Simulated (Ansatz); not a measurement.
**Ansatz 0.2.0, settings compared: SrB₂Rh₂**

The input file (Ansatz 0.2.0, plane waves):

```yaml
crystal:
  lattice:
    - [0.0, 4.652413, 2.98172]
    - [0.0, -4.652413, 2.98172]
    - [5.304958, 0.0, -2.98172]
  atoms:
    - { symbol: Sr, position: [0.0, 0.0, 0.0] }
    - { symbol: Sr, position: [0.75, 0.25, 0.5] }
    - { symbol: B, position: [0.323, 0.677, 0.0] }
    - { symbol: B, position: [0.677, 0.323, 0.0] }
    - { symbol: B, position: [0.427, 0.573, 0.5] }
    - { symbol: B, position: [0.073, 0.927, 0.5] }
    - { symbol: Rh, position: [0.3698, 0.3698, 0.7396] }
    - { symbol: Rh, position: [0.6302, 0.6302, 0.2604] }
    - { symbol: Rh, position: [0.3802, 0.8802, 0.7604] }
    - { symbol: Rh, position: [0.1198, 0.6198, 0.2396] }
  symmetry: { tolerance: 0.0003 }
kpoints:
  mp_grid: { grid: [4, 4, 4], shift: [0, 0, 0] }
magnetization:
  spin_polarized: false
scf:
  occupations: { method: fermi_dirac, width: 0.0477 }
hamiltonian:
  pseudopotentials: { kind: paw }
  xc: r2scan
basis:
  ecutwfc: 500
output:
  forces: true
  stress: true
  eigenvalues: true
  write_density: true
  write_potential: true
  elf: true
  volumetric_format: npy
```

The command:

```bash
ansatz run input.yaml --threads 1 --pin off --max-ram 2560MiB --backend cpu --events-out ev --progress --plain --runs-dir out
```

Origin of the cell: a known structure type with other elements, at an estimated volume, so it need not be a known compound.

Output of this run (shortened):

```
SCF iter   1: F=—  HF=-33403.778088 eV  Δρ=9.30e-3  dr2=1.83e-1  dr2_τ=3.36e-1  defer=6
SCF iter   2: F=—  HF=-33403.949541 eV  Δρ=5.30e-3  dr2=2.96e-2  dr2_τ=6.49e-3  defer=46
SCF iter   3: F=—  HF=-33403.949641 eV  Δρ=2.58e-3  dr2=1.36e-2  dr2_τ=2.27e-4  defer=46
SCF iter   4: F=—  HF=-33403.947575 eV  Δρ=7.04e-4  dr2=1.44e-3  dr2_τ=5.02e-5  defer=46
SCF iter   5: F=—  HF=-33403.947347 eV  Δρ=1.95e-4  dr2=6.00e-5  dr2_τ=6.55e-6  defer=46
SCF iter   6: F=—  HF=-33403.947417 eV  Δρ=4.83e-5  dr2=2.76e-6  dr2_τ=3.10e-7  defer=46
SCF iter   7: F=—  HF=-33403.947419 eV  Δρ=1.16e-5  dr2=1.77e-7  dr2_τ=1.18e-8  defer=46
SCF iter   8: F=-33403.947419 eV  HF=-33403.947419 eV  Δρ=3.52e-6  dr2=2.36e-8  dr2_τ=1.20e-9
SCF 1 converged in 8 iterations: F = -33403.947419 eV  dr2 = 2.36e-8
SCF converged after 8 iterations
Free energy (F): -33403.947419 eV
Harris-Foulkes:  -33403.947419 eV  (|F-HF|=6.29e-9)
Internal energy: -33403.930204 eV  (E = F + TS)
E sigma→0 (E₀):  -33403.938812 eV
Entropy (-TS):   -0.017215 eV (-1.721 meV/atom)
Fermi energy:    14.127110 eV
--- Per-component energies (eV) ---
  E_band       = -965.522745
  E_kinetic    = 2978.454056
  E_local      = -10887.379374  (includes V_loc(G=0)·N_el)
  E_nonlocal   = 1868.293437
  E_hartree    = 3969.228824
  E_xc         = -1323.219803
  E_vxc        = -1783.412287  (∫ρ·V_xc dr)
  E_paw        = -20167.838447  (= ΣΔE_a)
  E_vpaw       = -1193.080617  (= ΣTr[D̂ρ^β])
  E_aug_tail   = 0.002593  (compensation charges beyond the density's cutoff)
  E_vtau       = 113.153647  (kinetic-family band-sum trace: ∫τ·v_τ [+ j·A + Jᵃ·Aᵃ] dr)
  E_ewald      = -9839.625812
  E_core_change = -1.845679  (= ΣΔE_core)
  E_smearing   = -0.017215  (= −TS)
  Σ components = -33403.947419   (vs F -33403.947419, Δ=0.00e0)
--- Forces (eV/Å), atoms counted from 1 ---
  atom   1  Sr     0.000000     0.000000     0.000000
[… 4 lines left out …]
  atom   6  B      0.000000     0.395621     0.000000
  atom   7  Rh     0.100254     0.000000     0.000000
  atom   8  Rh    -0.100254     0.000000     0.000000
  atom   9  Rh    -0.100254     0.000000     0.000000
  atom  10  Rh     0.100254     0.000000     0.000000
  max |Σ_I F_I| component: 5.55e-17 eV/Å
--- Stress (GPa, compression-positive) ---
        2.129257       0.000000       0.000000
        0.000000       3.338273       0.000000
        0.000000       0.000000       4.374301
  P = ⅓ Tr σ = 3.2806 GPa (32.806 kbar)
```

The same input was run again with these changes:

1. `scf.lower_state_search` default → light
2. `basis.ecutwfc` 500 → "250 eV"; `basis.ecutrho_ratio` default → 8
3. `scf.occupations.method` fermi_dirac → methfessel_paxton; `scf.occupations.width` 0.0477 → 0.2; `hamiltonian.dispersion` default → d3bjatm
4. `scf.lower_state_search` default → light; `kpoints.mp_grid.grid` [4, 4, 4] → [1, 1, 1]

| run | end | SCF iterations | P (GPa) | max force component (eV/Å) | moment (μB) | ΔE(σ→0) (meV/atom) |
| --- | --- | --- | --- | --- | --- | --- |
| base | converged | 8 | 3.28 | 0.396 | – | 0 |
| 1 | converged | 8 | 3.28 | 0.396 | – | 0.00 |
| 2 | converged | 8 | 3.64 | 0.379 | – | 712.46 |
| 3 | converged | 8 | 2.06 | 0.394 | – | – |
| 4 | converged | 9 | 11.45 | 0.423 | – | 628.27 |

Energies are compared only where functional, datasets, charge and starting cell are the same.

Not properties of the system: run 2 (too coarse or loose: `basis.ecutwfc` = "250 eV"), run 3 (too coarse or loose: `scf.occupations.width` = 0.2), run 4 (too coarse or loose: `kpoints.mp_grid.grid` = [1, 1, 1]).

Caveats of the base run: no moments, though an odd count or open d shells may carry them; the k mesh is coarse if the cell is a metal.

Run 2: the cutoff lies below the datasets' advice.
Run 3: wide smearing.

Time of the base run: 32 s on 1 thread of Intel(R) Xeon(R) Platinum 8259CL CPU @ 2.50GHz (Skylake/Cascade Lake), on a shared host, peak memory 0.91 GiB, from the program's own first density.
